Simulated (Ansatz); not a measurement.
Consider the following.

TaC (zinc blende, space group No. 216), a = 4.791 Å, b = 4.791 Å, c = 4.791 Å, α = 90.00°, β = 90.00°, γ = 90.00°; the cell used has 2 atoms.

This is the PBEsol-relaxed structure.

Problem. All from DFT-PBEsol in the program Ansatz with PAW potentials, unless another level is named. Give the electronic character.

Solution. metallic (no gap).

Problem. Give the formation energy from the elements (no fitted shifts).

Solution. -0.056 eV/atom.

Problem. Give the gap with spin–orbit coupling.

Solution. none (metallic).

Space group F-43m (zinc blende). The start of the workflow was typed in or built on a structure type; neither database checked (COD, Materials Project) lists it. It is not the phase usual at ambient conditions (space group No. 225). Symmetry was held in the PBEsol relaxation; whether a distortion lowers the energy is not shown. The run is not spin-polarised. The references are the lowest solids computed at this level, not always the standard phases. Scalar-relativistic: spin–orbit coupling is off unless named, which matters more the heavier the elements.

Potentials: the later of the program's two PAW sets.
